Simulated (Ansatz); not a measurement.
An Ansatz (a first-principles code) run. Input:

Ansatz 0.2 input:
```yaml
crystal:
  lattice:
    - [4.067931486, 0.0, 0.0]
    - [-2.033965743, 3.5229320077, 0.0]
    - [0.0, 0.0, 7.2701581932]
  atoms:
    - { symbol: Pb, position: [0.0, 0.0, 0.0] }
    - { symbol: Pb, position: [0.0, 0.0, 0.5] }
    - { symbol: S, position: [0.3333333333, 0.6666666667, 0.75] }
    - { symbol: S, position: [0.6666666667, 0.3333333333, 0.25] }
kpoints:
  mp_grid: { grid: [24, 24, 12] }
hamiltonian:
  xc: pbesol
  pseudopotentials: { kind: paw }
scf:
  occupations: { method: fermi_dirac, width: 0.1 }
elastic: { mode: relaxed_ion, stencil: two_point, amplitude: 0.005, f_tol: 0.0005 }
```

Output (shortened):

```
Pseudopotential: Pb, paw, valence charge 14
Pseudopotential: S, paw, valence charge 6
Functional definition: PBEsol
Crystal: 4 atoms, lattice volume = 104.189 Å³
Basis set: ecut = 420 eV, 2005 PW (Γ), exchange–correlation on 60×60×100 points (8 copies of the dense FFT grid, shifted against one another)
Bands: 24, of which v1, the nominal top of the filled ones, is band 20 counted from 1 (19 counted from 0)
Symmetry: 24 space group operations
Space group: P63/mmc (ITA 194), of the structure as read, at distance tolerance 4.7e-5 Å
k-points: 427 of 6912
SCF 1 converged in 11 iterations: F = -25281.596012 eV  dr2 = 7.97e-15
Crystal: 4 atoms, lattice volume = 103.668 Å³
Symmetry: 8 space group operations
k-points: 1099 of 6912
SCF 2 converged in 12 iterations: F = -25281.595402 eV  dr2 = 4.90e-14
relax step   1: F+E_penalty+E_count = -25281.59540209 eV  Δ(F+E_penalty+E_count) = +0.000e0 eV  max|allowed force component| = 1.943e-2 eV/Å  Δτ_max = 0.0000 Å  (12 SCF iters, accepted)
Crystal: 4 atoms, lattice volume = 103.668 Å³
SCF 3 converged in 9 iterations: F = -25281.595491 eV  dr2 = 9.42e-15
relax step   2: F+E_penalty+E_count = -25281.59549066 eV  Δ(F+E_penalty+E_count) = -8.857e-5 eV  max|allowed force component| = 6.275e-3 eV/Å  Δτ_max = 0.0067 Å  (9 SCF iters, accepted)
Crystal: 4 atoms, lattice volume = 103.668 Å³
SCF 4 converged in 8 iterations: F = -25281.595501 eV  dr2 = 2.96e-14
relax step   3: F+E_penalty+E_count = -25281.59550086 eV  Δ(F+E_penalty+E_count) = -1.020e-5 eV  max|allowed force component| = 1.682e-4 eV/Å  Δτ_max = 0.0016 Å  (8 SCF iters, accepted)
Crystal: 4 atoms, lattice volume = 103.668 Å³
SCF 5 converged in 7 iterations: F = -25281.595501 eV  dr2 = 6.54e-14
Crystal: 4 atoms, lattice volume = 104.710 Å³
Basis set: ecut = 420 eV, 2021 PW (Γ), exchange–correlation on 60×60×100 points (8 copies of the dense FFT grid, shifted against one another)
SCF 6 converged in 12 iterations: F = -25281.595213 eV  dr2 = 4.73e-14
relax step   1: F+E_penalty+E_count = -25281.59521338 eV  Δ(F+E_penalty+E_count) = +0.000e0 eV  max|allowed force component| = 1.863e-2 eV/Å  Δτ_max = 0.0000 Å  (12 SCF iters, accepted)
Crystal: 4 atoms, lattice volume = 104.710 Å³
SCF 7 converged in 9 iterations: F = -25281.595306 eV  dr2 = 1.09e-14
relax step   2: F+E_penalty+E_count = -25281.59530561 eV  Δ(F+E_penalty+E_count) = -9.223e-5 eV  max|allowed force component| = 4.751e-4 eV/Å  Δτ_max = 0.0048 Å  (9 SCF iters, accepted)
Crystal: 4 atoms, lattice volume = 104.710 Å³
SCF 8 converged in 8 iterations: F = -25281.595306 eV  dr2 = 5.01e-14
Crystal: 4 atoms, lattice volume = 103.668 Å³
SCF 9 converged in 10 iterations: F = -25281.595190 eV  dr2 = 3.29e-14
Crystal: 4 atoms, lattice volume = 104.710 Å³
Basis set: ecut = 420 eV, 2017 PW (Γ), exchange–correlation on 60×60×100 points (8 copies of the dense FFT grid, shifted against one another)
SCF 10 converged in 7 iterations: F = -25281.594984 eV  dr2 = 2.04e-14
Crystal: 4 atoms, lattice volume = 104.188 Å³
Basis set: ecut = 420 eV, 2009 PW (Γ), exchange–correlation on 60×60×100 points (8 copies of the dense FFT grid, shifted against one another)
Symmetry: 4 space group operations
k-points: 1814 of 6912
SCF 11 converged in 10 iterations: F = -25281.595687 eV  dr2 = 1.08e-14
relax step   1: F+E_penalty+E_count = -25281.59568675 eV  Δ(F+E_penalty+E_count) = +0.000e0 eV  max|allowed force component| = 3.542e-4 eV/Å  Δτ_max = 0.0000 Å  (10 SCF iters, accepted)
Crystal: 4 atoms, lattice volume = 104.188 Å³
SCF 12 converged in 8 iterations: F = -25281.595687 eV  dr2 = 4.66e-14
Crystal: 4 atoms, lattice volume = 104.188 Å³
SCF 13 converged in 10 iterations: F = -25281.595687 eV  dr2 = 1.07e-14
relax step   1: F+E_penalty+E_count = -25281.59568675 eV  Δ(F+E_penalty+E_count) = +0.000e0 eV  max|allowed force component| = 3.542e-4 eV/Å  Δτ_max = 0.0000 Å  (10 SCF iters, accepted)
Crystal: 4 atoms, lattice volume = 104.188 Å³
SCF 14 converged in 8 iterations: F = -25281.595687 eV  dr2 = 4.66e-14
SCF converged after 11 iterations
Free energy (F): -25281.596012 eV
Harris-Foulkes:  -25281.596012 eV  (|F-HF|=7.28e-12)
Internal energy: -25281.590493 eV  (E = F + TS)
E sigma→0 (E₀):  -25281.593252 eV
Entropy (-TS):   -0.005519 eV (-1.380 meV/atom)
Fermi energy:    8.607641 eV
--- Per-component energies (eV) ---
  E_band       = -115.589539
  E_kinetic    = 786.769271
  E_local      = -2477.351178  (includes V_loc(G=0)·N_el)
  E_nonlocal   = 761.621300
  E_hartree    = 963.248045
  E_xc         = -631.177839
  E_vxc        = -440.960250  (∫ρ·V_xc dr)
  E_paw        = -21674.694583  (= ΣΔE_a)
  E_vpaw       = -672.164863  (= ΣTr[D̂ρ^β])
  E_aug_tail   = 0.000096  (compensation charges beyond the density's cutoff)
  E_ewald      = -3010.253736
  E_core_change = 0.248132  (= ΣΔE_core)
  E_smearing   = -0.005519  (= −TS)
  E_closure    = 0.000000  (closes the sum)
  Σ components = -25281.596012   (vs F -25281.596012, Δ=0.00e0)
--- Forces (eV/Å), atoms counted from 1 ---
  atom   1  Pb     0.00000000     0.00000000     0.00000000
  atom   2  Pb     0.00000000     0.00000000     0.00000000
  atom   3  S      0.00000000     0.00000000     0.00000000
  atom   4  S      0.00000000     0.00000000     0.00000000
  max |Σ_I F_I| component: 1.85e-17 eV/Å
--- Stress (GPa, compression-positive) ---
       -0.030753       0.000000       0.000000
        0.000000      -0.030753       0.000000
        0.000000       0.000000      -0.032836
  P = ⅓ Tr σ = -0.0314 GPa (-0.314 kbar)
--- Band table (eV; the first three rows and the last of 427) ---
  k-point 0: bands = ["-8.5965", "-8.5209", "-8.5209", "-8.4994", "-8.4994", "-8.4867", "-8.4867", "-8.4226", "-8.4226", "-8.4165", "-5.2985", "-4.1146", "-0.8348", "2.0151", "5.7175", "6.3462", "6.3462", "6.8070", "6.8070", "8.6010", "8.8632", "11.6763", "11.6763", "12.1527"]
  k-point 1: bands = ["-8.5934", "-8.5203", "-8.5203", "-8.4997", "-8.4997", "-8.4859", "-8.4859", "-8.4238", "-8.4238", "-8.4195", "-5.2845", "-4.1468", "-0.7822", "1.9566", "5.7659", "6.3543", "6.3543", "6.7995", "6.7995", "8.3844", "9.0929", "11.6757", "11.6757", "12.1301"]
  k-point 2: bands = ["-8.5842", "-8.5187", "-8.5187", "-8.5005", "-8.5005", "-8.4833", "-8.4833", "-8.4284", "-8.4273", "-8.4273", "-5.2428", "-4.2364", "-0.6319", "1.7913", "5.9018", "6.3779", "6.3779", "6.7774", "6.7774", "8.0842", "9.4325", "11.6751", "11.6751", "12.0694"]
  k-point 426: bands = ["-8.5532", "-8.5532", "-8.4982", "-8.4982", "-8.4682", "-8.4682", "-8.4642", "-8.4642", "-8.4626", "-8.4626", "-3.6007", "-3.6007", "-0.0007", "-0.0007", "3.7805", "3.7805", "6.2259", "6.2259", "6.3109", "6.3109", "8.8982", "8.8982", "12.1820", "12.1820"]
--- Elastic constants: 3 strain directions × 2 members + reference (group order 24) ---
  dense FFT box of the reference and of every strained cell: 30×30×50
  strains applied: 11, 33, 23; error gains …
  C = ∂σ_k/∂η_j (tension-positive GPa; Voigt order 11 22 33 23 13 12):
        74.872     39.789     46.687      0.000      0.000      0.000
        39.789     74.872     46.687      0.000      0.000      0.000
        46.677     46.677    113.787      0.000      0.000      0.000
         0.000      0.000      0.000     40.045      0.000      0.000
         0.000      0.000      0.000      0.000     40.045      0.000
         0.000      0.000      0.000      0.000      0.000     17.541
  reference stress σ⁰ (GPa):      0.031      0.031      0.033      0.000      0.000      0.000
  moduli (Voigt/Reuss/Hill, GPa): K = 58.87/55.87/57.37   G = 28.22/24.44/26.33   E = 68.50   ν = 0.301
  mechanically stable: yes (min eigenvalue of sym C = 17.54 GPa)
  strain η (Voigt 11):  stress-route row diagonal C_11 = 74.87 GPa, energy-path curvature d²(F+E_count+ΔE)/dδ²/Ω₀ = 74.88 GPa
         δ    σ_11 (GPa)             F (eV)   n_scf  n_hpsi   n_pw
    -5.000e-3      -0.3456      -25281.5955009       7  418852   2046   relax 3 steps, max|allowed force component| 1.68e-4 eV/Å
     5.000e-3       0.4031      -25281.5953056       8  433345   2066   relax 2 steps, max|allowed force component| 4.75e-4 eV/Å
  strain η (Voigt 33):  stress-route row diagonal C_33 = 113.79 GPa, energy-path curvature d²(F+E_count+ΔE)/dδ²/Ω₀ = 113.79 GPa
         δ    σ_33 (GPa)             F (eV)   n_scf  n_hpsi   n_pw
    -5.000e-3      -0.5396      -25281.5951896      10  228924   2052   relax 0 steps, max|allowed force component| 1.11e-16 eV/Å
     5.000e-3       0.5983      -25281.5949844       7  191969   2070   relax 0 steps, max|allowed force component| 8.79e-17 eV/Å
  strain η (Voigt 23):  stress-route row diagonal C_44 = 40.05 GPa, energy-path curvature d²(F+E_count+ΔE)/dδ²/Ω₀ = 40.03 GPa
         δ    σ_23 (GPa)             F (eV)   n_scf  n_hpsi   n_pw
    -5.000e-3      -0.2002      -25281.5956867       8  717285   2055   relax 1 steps, max|allowed force component| 3.54e-4 eV/Å
     5.000e-3       0.2002      -25281.5956867       8  717356   2055   relax 1 steps, max|allowed force component| 3.54e-4 eV/Å
```

Cost: around 40 core-minutes (rough) on shared cores.

Space group P6_3/mmc (NiAs type). The first step of the workflow began from a Materials Project structure, measured or hypothetical; the Crystallography Open Database copy checked does not list it. It is not the phase usual at ambient conditions (space group No. 225). The PBEsol relaxation kept the symmetry of its start; whether a distortion lowers the energy is not shown. As this level gives no gap, shear constants depend on the k-mesh and smearing (Fermi–Dirac, 0.1 eV here). Spin–orbit coupling is left out wherever it is not named.

Potentials: the later of the program's two PAW sets.

Ansatz is a plane-wave DFT program.
